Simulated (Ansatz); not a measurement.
Sr2HN:
```
Sr2HN
1.0
    1.88306     1.08719     6.24328
   -1.88306     1.08719     6.24328
    0.00000    -2.17437     6.24328
Sr H N
2 1 1
Direct
  0.76096   0.76096   0.76096
  0.23904   0.23904   0.23904
  0.00000   0.00000   0.00000
  0.50000   0.50000   0.50000
```

Relaxed with PBEsol. Independent-particle spectrum: no excitons, no local fields, no scissors shift; 0.1 eV broadening; ε₁ of the summed bands alone.

Q: Tabulate the dielectric function from the program Ansatz at the PBEsol level (PAW).

A: 

```csv
E (eV),ε₁ xx,ε₂ xx,ε₁ zz,ε₂ zz
0.0,6.12,0.00,6.48,0.00
0.3,6.15,0.00,6.51,0.00
0.6,6.24,0.00,6.63,0.00
0.9,6.42,0.00,6.84,0.00
1.2,6.71,0.00,7.18,0.00
1.5,7.19,0.00,7.74,0.00
1.8,8.28,0.16,8.79,0.02
2.1,9.51,1.70,11.13,1.22
2.4,8.71,3.44,10.67,4.77
2.7,9.62,4.76,13.77,7.00
3.0,6.00,8.39,4.21,12.74
3.3,3.87,5.83,2.22,9.37
3.6,4.46,4.87,1.82,7.28
3.9,2.21,4.35,-2.56,6.07
4.2,5.37,4.31,0.16,2.96
4.5,4.29,6.02,1.36,2.84
4.8,2.05,5.45,0.41,2.33
5.1,4.00,5.76,2.38,1.75
5.4,1.21,6.87,2.65,2.79
5.7,-0.78,5.51,2.16,2.81
6.0,-0.28,3.16,2.36,2.38
6.3,0.67,2.55,2.95,2.82
6.6,1.24,2.96,2.79,3.38
6.9,1.17,3.28,2.77,4.16
7.2,0.41,3.28,1.43,4.99
7.5,0.81,2.59,1.06,3.12
7.8,0.67,2.68,1.59,3.66
8.1,1.19,2.47,1.10,4.86
8.4,1.13,2.91,0.24,3.90
8.7,0.75,2.88,-0.70,4.23
9.0,0.86,3.18,-1.11,3.05
9.3,0.50,3.31,-1.55,2.37
9.6,-1.07,2.36,-1.21,1.38
9.9,-0.81,2.96,-0.63,1.12
10.2,-0.82,1.28,-0.27,0.93
10.5,-0.10,1.14,0.02,1.02
10.8,-0.34,1.48,-0.06,0.90
11.1,-0.23,0.82,0.10,0.84
11.4,0.20,0.65,0.09,0.64
11.7,0.48,0.85,0.41,0.53
12.0,0.42,0.91,0.48,0.55
```

Q: From ε at 2.7 eV (xx: 9.62 + 4.76i), find n, k, the normal reflectivity and the absorption coefficient.

A: n = 3.19, k = 0.746, R = 30 %, α = 2kE/ħc = 200000 cm⁻¹.

With all bands, ε∞ without local fields is 6.18 (xx = yy), 6.54 (zz). DFPT, with local fields, gives 5.89 (xx = yy), 5.63 (zz).

Space group R-3m. The workflow started from a Materials Project entry (that database holds measured and hypothetical structures alike); the Crystallography Open Database copy checked does not list it. Whether it is the stable phase at ambient conditions was not checked. The cell was relaxed with PBEsol under the symmetry of its start; whether a distortion lowers the energy is not shown. Spin–orbit coupling is left out wherever it is not named.

Potentials: the later of the program's two PAW sets.
